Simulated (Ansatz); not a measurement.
Single point in Ansatz 0.2.0 with r2SCAN, no spin polarisation. Cutoff 500 eV, PAW datasets, 6×6×3 Γ-centred k mesh, fermi-dirac filling (width 0.1147 eV).

Computed maps in the lattice plane spanned by a (left to right, 3.84 Å, 12 points from zero) and b (bottom to top, 3.84 Å, 12 points from zero), 90° apart, at height 0.862 along c. The fields are smooth PAW ones with compensation charges, not the true ones near nuclei.

Valence density. Digits on a logarithmic scale: 0 up to 0.03 e/Å³, each further digit a factor of 1.6, 9 from 1.3 e/Å³ up:
```
334689998643
443468986434
664456665446
986545554568
998655555689
999655655699
998655555689
986545554568
664456665446
443468986434
334689998643
334699999643
```

ELF. Ten even steps from '0' (0.03) to '9' (0.85):
```
000599799500
000179997100
751013431015
997100100179
799301210399
279412221497
799301210399
997100100179
751013431015
000179997100
000599799500
000797279700
```

The cell is YbTl$_{2}$IO$_{4}$. Which atoms lie within 0.2 Å of this plane, and where (fractions of a and b)?

O at (0.50, 0.00), O at (0.00, 0.50). The whole cell:
```yaml
crystal:
  lattice:
    - [3.83954, 0.00000, 0.00000]
    - [0.00000, 3.83954, 0.00000]
    - [0.00000, 0.00000, 9.46062]
  atoms:
    - { symbol: I, position: [0.00000, 0.00000, 0.50000] }
    - { symbol: Yb, position: [0.00000, 0.00000, 0.00000] }
    - { symbol: Tl, position: [0.50000, 0.50000, 0.74290] }
    - { symbol: Tl, position: [0.50000, 0.50000, 0.25710] }
    - { symbol: O, position: [0.50000, 0.00000, 0.86200] }
    - { symbol: O, position: [0.00000, 0.50000, 0.86200] }
    - { symbol: O, position: [0.50000, 0.00000, 0.13800] }
    - { symbol: O, position: [0.00000, 0.50000, 0.13800] }
```

Origin: a known structure type with other elements, at an estimated volume, so it need not be a known compound. Caveats: no spin polarisation, so a magnetic state may lie lower; f levels without a U or exact exchange are poorly placed.
